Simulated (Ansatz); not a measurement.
Cs4Au: stable or not

The structure comes from a generated guess, relaxed at this level; another structure or a mixture of phases may lie lower.

These are results of DFT PBE, scalar-relativistic, plane waves, PAW in Ansatz 0.2.0, not measurements. Settings of the last relaxation (5-atom cell): 420 eV, 6×6×6 k points, Gaussian smearing of 0.10 eV, no spin polarisation.

```cif
data_structure
_symmetry_space_group_name_H-M 'Im-3m'
_symmetry_Int_Tables_number 229
_cell_length_a 9.2091
_cell_length_b 9.2091
_cell_length_c 9.2091
_cell_angle_alpha 90.000
_cell_angle_beta 90.000
_cell_angle_gamma 90.000
_cell_volume 781.00
loop_
_atom_site_label
_atom_site_type_symbol
_atom_site_symmetry_multiplicity
_atom_site_Wyckoff_symbol
_atom_site_fract_x
_atom_site_fract_y
_atom_site_fract_z
_atom_site_occupancy
Cs1 Cs 8 c 0.25000 0.25000 0.75000 1
Au1 Au 2 a 0.00000 0.00000 0.00000 1
```

The zero of energy is the elements' standard structures at the same level; no fitted shifts are applied.

Problem. These tests were run: energy against the elements; elastic tensor. What do they show?

Solution.

| test | result |
| --- | --- |
| energy against the elements | −0.08 eV/atom |
| elastic tensor | least eigenvalue 0 GPa |

It fails none of these tests outright. Other phases of the system weren't compared here, so this isn't yet thermodynamic stability. Phonons away from Γ weren't computed. Undecided within the accuracy: elastic tensor.

Spin–orbit coupling, which can matter for Au, is left out. The run for the elastic tensor used a 6×6×6 k mesh and Fermi–Dirac smearing of 0.15 eV.
